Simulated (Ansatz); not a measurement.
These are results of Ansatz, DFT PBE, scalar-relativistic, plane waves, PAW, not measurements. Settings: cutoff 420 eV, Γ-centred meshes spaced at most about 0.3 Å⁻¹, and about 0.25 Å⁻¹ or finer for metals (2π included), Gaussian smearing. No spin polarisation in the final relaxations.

Temperature and zero-point effects are left out.

Two relaxed structures of Al2Rh:

A.

```
CELL_PARAMETERS angstrom
6.27637 0.00000 0.00000
0.00000 6.27637 0.00000
0.00000 0.00000 2.88045
ATOMIC_POSITIONS crystal
Al 0.27421 0.27421 0.00000
Al 0.22579 0.77421 0.50000
Al 0.72579 0.72579 0.00000
Al 0.77421 0.22579 0.50000
Rh 0.00000 0.00000 0.00000
Rh 0.50000 0.50000 0.50000
```

B.

```
CELL_PARAMETERS angstrom
4.26348 0.00000 0.00000
0.00000 4.26348 0.00000
0.00000 0.00000 2.80494
ATOMIC_POSITIONS crystal
Al 0.00000 0.50000 0.00000
Al 0.50000 0.00000 0.00000
Rh 0.50000 0.50000 0.50000
```

**Question.** Which would you expect to be lower, and how large is the difference?

**Answer.** B is lower, by 262 meV/atom. A has space group P4_2/mnm (No. 136), 18.9 Å³/atom and no gap on its mesh; B has space group P4/mmm (No. 123), 17.0 Å³/atom and no gap. Counting all near atoms (those within 1.25 times the shortest distance at each site; a plus sign parts nearer from farther groups), A has Al 3+2, Rh 6+2 and B has Al 10, Rh 10. The denser one is the lower, and pressure would at first widen the difference. Both come from invented guesses.

Cells relaxed within their symmetry can be saddle points.
